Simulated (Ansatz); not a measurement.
An ordered 6-atom cell of B₃AsN₂ on the zincblende lattice (I-4m2), relaxed with r2SCAN. Space group I-4m2 (No. 119), tetragonal; a = 2.842 Å, c = 12.134 Å in the conventional setting, 8.17 Å³ an atom. Around N lie 4 B at 1.66 Å; around B lie 4 N at 1.66 Å; around B lie 2 N at 1.66 Å and 2 As at 1.95 Å; around As lie 4 B at 1.95 Å and 4 As at 2.84 Å.

```
CELL_PARAMETERS angstrom
-1.42104 1.42104 6.06699
1.42104 -1.42104 6.06699
1.42104 1.42104 -6.06699
ATOMIC_POSITIONS crystal
N 0.18007 0.18007 0.00000
B 0.75000 0.25000 0.50000
N 0.81993 0.81993 0.00000
B 0.39029 0.89029 0.50000
As 0.50000 0.50000 0.00000
B 0.10971 0.60971 0.50000
```

4 runs of Ansatz on this cell differ in the functional (and in the settings that go with it). Levels are in eV from each run's valence top; v1 is the last filled band, c1 the first empty one.

Run A, mean stress -2.9 GPa (compression positive):

| point | v5 | v3 | v1 | c1 | c2 | c3 |
| --- | --- | --- | --- | --- | --- | --- |
| Γ | -5.98 | -2.56 | -0.08 | 2.59 | 3.21 | 5.78 |
| X | -8.50 | -7.93 | -6.21 | 2.49 | 4.25 | 4.81 |
| P | -8.75 | -7.57 | -6.29 | 3.27 | 3.51 | 4.65 |

Run B, mean stress -3.0 GPa (compression positive):

| point | v5 | v3 | v1 | c1 | c2 | c3 |
| --- | --- | --- | --- | --- | --- | --- |
| Γ | -5.95 | -2.56 | -0.09 | 1.87 | 2.48 | 5.03 |
| X | -8.45 | -7.88 | -6.18 | 1.77 | 3.51 | 4.06 |
| P | -8.69 | -7.53 | -6.26 | 2.53 | 2.77 | 3.91 |

Run C, mean stress +3.1 GPa (compression positive):

| point | v5 | v3 | v1 | c1 | c2 | c3 |
| --- | --- | --- | --- | --- | --- | --- |
| Γ | -5.40 | -2.31 | -0.07 | 1.03 | 1.60 | 3.99 |
| X | -7.68 | -7.22 | -5.66 | 0.98 | 2.64 | 3.12 |
| P | -7.91 | -6.88 | -5.75 | 1.76 | 1.85 | 3.02 |

Run D, mean stress 0.0 GPa (compression positive):

| point | v5 | v3 | v1 | c1 | c2 | c3 |
| --- | --- | --- | --- | --- | --- | --- |
| Γ | -5.68 | -2.45 | -0.08 | 1.34 | 1.81 | 4.34 |
| X | -8.00 | -7.59 | -5.97 | 1.27 | 2.89 | 3.47 |
| P | -8.23 | -7.23 | -6.06 | 2.05 | 2.19 | 3.30 |

Q: Match the runs to PBE, r2SCAN, HSE06, PBE0.

A: A is PBE0, B is HSE06, C is PBE, D is r2SCAN. In order of the gap: PBE 0.88, r2SCAN 1.19, HSE06 1.70, PBE0 2.43 eV. The stress vanishes for r2SCAN, which relaxed the cell.

No spin polarisation. The prototype was imposed, so other structures may be more stable.

Spin-orbit coupling is left out.

The program warns that its thresholds are loose for a hybrid's stress.
